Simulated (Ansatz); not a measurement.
Input, command and steps of an Ansatz relaxation.

```yaml
crystal:
  lattice:
    - [3.7778784522, 0.0, 0.0]
    - [-1.8889392261, 3.271738712, 0.0]
    - [0.0, 0.0, 9.4058928079]
  atoms:
    - { symbol: Ni, position: [0.0, 0.0, 0.3735194906] }
    - { symbol: Ni, position: [0.0, 0.0, 0.8788435805] }
    - { symbol: Ni, position: [0.0, 0.0, 0.1211564195] }
    - { symbol: Ni, position: [0.0, 0.0, 0.6264805094] }
    - { symbol: Ni, position: [0.6666666667, 0.3333333333, 0.5] }
    - { symbol: Ni, position: [0.3333333333, 0.6666666667, 0.2480321622] }
    - { symbol: Ni, position: [0.3333333333, 0.6666666667, 0.7519678378] }
    - { symbol: Ge, position: [0.6666666667, 0.3333333333, 0.2352675598] }
    - { symbol: Ge, position: [0.6666666667, 0.3333333333, 0.7647324402] }
    - { symbol: Ge, position: [0.3333333333, 0.6666666667, 0.0] }
    - { symbol: Ge, position: [0.3333333333, 0.6666666667, 0.5] }
basis:
  ecutwfc: 420
kpoints:
  mp_grid: { grid: [12, 12, 4] }
hamiltonian:
  xc: pbesol
scf:
  occupations: { method: gaussian, width: 0.1 }
output:
  forces: true
  stress: true
  eigenvalues: true
relax:
  adjacent_minimum: "off"
  f_tol: 0.01
  max_steps: 30
  cell: { stress_tol: 0.1, fix: [volume] }
```

```bash
ansatz run input.yaml --threads 2 --pin off --max-ram 5120MiB --backend cpu --events-out ev --progress --plain --runs-dir out
```

These are results of DFT PBEsol, scalar-relativistic, plane waves, PAW in Ansatz, not measurements.

The volume is held at 0.88 times that of the relaxed cell.

Of 5 frames 4 are shown, positions in Å and forces in eV/Å; the SCF threshold varies from step to step. Steps run on the plane waves of an earlier cell, with a Pulay correction in the pressure. The basis is chosen afresh for the last frame, the zero of the energies, and at times for earlier ones too; energy and pressure can step there, also at an unchanged geometry. Where two frames share a geometry here, they differ by under 2 meV/atom and 0.3 GPa. Spin polarisation was left out; whether the Ni atoms would carry moments isn't shown by this run.

```xyz
11
Lattice="3.7779 0.0000 0.0000 -1.8889 3.2717 0.0000 0.0000 0.0000 9.4059" Properties=species:S:1:pos:R:3:forces:R:3 pbc="T T T" step=1 free_energy_over_end_meV_per_atom=0.26 pressure_GPa=32.19
Ni    0.0000    0.0000    3.5133    0.0000    0.0000   -0.0106
Ni    0.0000    0.0000    8.2663    0.0000    0.0000    0.0519
Ni    0.0000    0.0000    1.1396    0.0000    0.0000   -0.0519
Ni    0.0000    0.0000    5.8926    0.0000    0.0000    0.0106
Ni    1.8889    1.0906    4.7029    0.0000    0.0000    0.0000
Ni    0.0000    2.1812    2.3330    0.0000    0.0000    0.0409
Ni    0.0000    2.1812    7.0729    0.0000    0.0000   -0.0409
Ge    1.8889    1.0906    2.2129    0.0000    0.0000   -0.0905
Ge    1.8889    1.0906    7.1930    0.0000    0.0000    0.0905
Ge    0.0000    2.1812    0.0000    0.0000    0.0000    0.0000
Ge    0.0000    2.1812    4.7029    0.0000    0.0000    0.0000
11
Lattice="3.7796 0.0000 0.0000 -1.8898 3.2732 0.0000 0.0000 0.0000 9.3973" Properties=species:S:1:pos:R:3:forces:R:3 pbc="T T T" step=2 free_energy_over_end_meV_per_atom=0.13 pressure_GPa=32.12
Ni    0.0000    0.0000    3.5091    0.0000    0.0000    0.0036
Ni    0.0000    0.0000    8.2603    0.0000    0.0000    0.0084
Ni    0.0000    0.0000    1.1370    0.0000    0.0000   -0.0084
Ni    0.0000    0.0000    5.8882    0.0000    0.0000   -0.0036
Ni    1.8898    1.0911    4.6987    0.0000    0.0000    0.0000
Ni    0.0000    2.1822    2.3309    0.0000    0.0000    0.0445
Ni    0.0000    2.1822    7.0664    0.0000    0.0000   -0.0445
Ge    1.8898    1.0911    2.2057    0.0000    0.0000   -0.0662
Ge    1.8898    1.0911    7.1916    0.0000    0.0000    0.0662
Ge    0.0000    2.1822    0.0000    0.0000    0.0000    0.0000
Ge    0.0000    2.1822    4.6987    0.0000    0.0000    0.0000
11
Lattice="3.7818 0.0000 0.0000 -1.8909 3.2752 0.0000 0.0000 0.0000 9.3862" Properties=species:S:1:pos:R:3:forces:R:3 pbc="T T T" step=3 free_energy_over_end_meV_per_atom=0.02 pressure_GPa=31.99
Ni    0.0000    0.0000    3.5048    0.0000    0.0000    0.0100
Ni    0.0000    0.0000    8.2511    0.0000    0.0000   -0.0196
Ni    0.0000    0.0000    1.1351    0.0000    0.0000    0.0196
Ni    0.0000    0.0000    5.8814    0.0000    0.0000   -0.0100
Ni    1.8909    1.0917    4.6931    0.0000    0.0000    0.0000
Ni    0.0000    2.1834    2.3315    0.0000    0.0000    0.0253
Ni    0.0000    2.1834    7.0547    0.0000    0.0000   -0.0253
Ge    1.8909    1.0917    2.1924    0.0000    0.0000   -0.0166
Ge    1.8909    1.0917    7.1938    0.0000    0.0000    0.0166
Ge    0.0000    2.1834    0.0000    0.0000    0.0000    0.0000
Ge    0.0000    2.1834    4.6931    0.0000    0.0000    0.0000
11
Lattice="3.7815 0.0000 0.0000 -1.8907 3.2749 0.0000 0.0000 0.0000 9.3880" Properties=species:S:1:pos:R:3:forces:R:3 pbc="T T T" step=5 free_energy_over_end_meV_per_atom=0.00 pressure_GPa=31.96
Ni    0.0000    0.0000    3.5063    0.0000    0.0000    0.0010
Ni    0.0000    0.0000    8.2519    0.0000    0.0000   -0.0014
Ni    0.0000    0.0000    1.1361    0.0000    0.0000    0.0014
Ni    0.0000    0.0000    5.8817    0.0000    0.0000   -0.0010
Ni    1.8907    1.0916    4.6940    0.0000    0.0000    0.0000
Ni    0.0000    2.1832    2.3352    0.0000    0.0000   -0.0003
Ni    0.0000    2.1832    7.0528    0.0000    0.0000    0.0003
Ge    1.8907    1.0916    2.1891    0.0000    0.0000   -0.0004
Ge    1.8907    1.0916    7.1989    0.0000    0.0000    0.0004
Ge    0.0000    2.1832    0.0000    0.0000    0.0000    0.0000
Ge    0.0000    2.1832    4.6940    0.0000    0.0000    0.0000
```

The run took 2.4 min on 2 threads of Intel(R) Xeon(R) Platinum 8488C (Sapphire Rapids), on a shared host, peak memory 0.93 GiB.